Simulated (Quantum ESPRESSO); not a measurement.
# Band energies of CdS

```
CdS
1.0
    4.07673     0.00000     0.00000
   -2.03837     3.53055     0.00000
    0.00000     0.00000     6.63331
S Cd
2 2
Cartesian
  2.03837   1.17685   5.81583
  0.00000   2.35370   2.49917
  2.03837   1.17685   3.31824
  0.00000   2.35370   0.00158
```

LDA (Quantum ESPRESSO, PseudoDojo norm-conserving, 102 Ry, scalar-relativistic); path ΓMKΓALHA,LM,KH; energies in eV from the valence-band maximum.

```csv
k (1/Å),point,band 22,band 23,band 24,band 25,band 26,band 27,band 28,band 29
0.00,Γ,-0.83,-0.83,-0.06,0.00,0.00,1.03,2.60,6.26
0.44,,-2.67,-2.08,-1.50,-0.56,-0.42,2.87,3.85,5.30
0.89,M,-3.80,-2.90,-2.07,-1.45,-0.84,3.59,3.65,4.88
1.02,,-3.79,-2.89,-2.21,-1.48,-1.00,3.79,3.93,4.82
1.40,K,-3.98,-3.41,-2.04,-2.04,-1.82,4.33,5.09,5.09
1.61,,-3.67,-3.02,-2.56,-1.56,-1.50,4.55,4.58,5.15
2.12,,-1.89,-1.51,-1.12,-0.29,-0.28,2.31,3.62,5.53
2.43,Γ,-0.83,-0.83,-0.06,0.00,0.00,1.03,2.60,6.26
2.55,,-0.80,-0.80,-0.45,-0.03,-0.03,1.39,2.62,6.28
2.90,A,-2.64,-0.43,-0.43,-0.43,-0.43,2.70,2.70,5.99
3.10,,-2.69,-0.85,-0.85,-0.57,-0.57,3.15,3.15,5.57
3.60,,-4.11,-1.50,-1.50,-1.37,-1.37,3.38,3.38,5.27
3.79,L,-4.46,-1.49,-1.49,-1.46,-1.46,3.26,3.26,5.20
4.10,,-4.37,-2.34,-2.34,-1.28,-1.28,3.99,3.99,5.70
4.31,H,-4.34,-2.68,-2.68,-1.24,-1.24,4.26,4.26,5.87
4.50,,-4.25,-2.43,-2.43,-1.28,-1.28,4.17,4.17,5.81
4.96,,-2.94,-1.33,-1.33,-0.95,-0.95,3.80,3.80,5.19
5.34,A,-2.64,-0.43,-0.43,-0.43,-0.43,2.70,2.70,5.99
5.34,L,-4.46,-1.49,-1.49,-1.46,-1.46,3.26,3.26,5.20
5.81,M,-3.80,-2.90,-2.07,-1.45,-0.84,3.59,3.65,4.88
5.81,K,-3.98,-3.41,-2.04,-2.04,-1.82,4.33,5.09,5.09
6.28,H,-4.34,-2.68,-2.68,-1.24,-1.24,4.26,4.26,5.87
```

The LDA gap is direct, 1.03 eV at Γ.

Spin-orbit splittings are left out.

Geometry relaxed with LDA.
